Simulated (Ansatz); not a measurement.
WS2 in space group P4_2/mnm (No. 136; W on 2a, S on 4f) at seven volumes, the program Ansatz at the PBE level (PAW), shape and atoms relaxed at each. One row is withheld.

```tsv
V (Å³/atom)	P (GPa)
16.923	?
17.481	10.09
18.039	4.61
18.597	0.01
19.155	-3.84
19.712	-7.02
20.270	-9.67
```

Problem. Fit the shown pressures and predict the withheld one.

Solution. P = (3/2)B₀(x^(7/2) − x^(5/2))[1 + (3/4)(B′ − 4)(x − 1)] with x = (V₀/V)^(2/3). Least squares on the six rows gives V₀ = 18.598 Å³/atom, B₀ = 140 GPa, B′ = 5.03. At V = 16.923, x = 1.0649 and P = 16.76 GPa. The run itself gave 16.59 GPa.

A made-up cell: these elements were put on the sites of a structure type; neither database checked (COD, Materials Project) lists it. It is not the phase usual at ambient conditions (space group No. 194). The cell was relaxed with PBE under the symmetry of its start; whether a distortion lowers the energy is not shown. No spin polarisation was allowed. Scalar-relativistic: spin–orbit coupling is off unless named, which matters more the heavier the elements.

Potentials: the later of the program's two PAW sets.
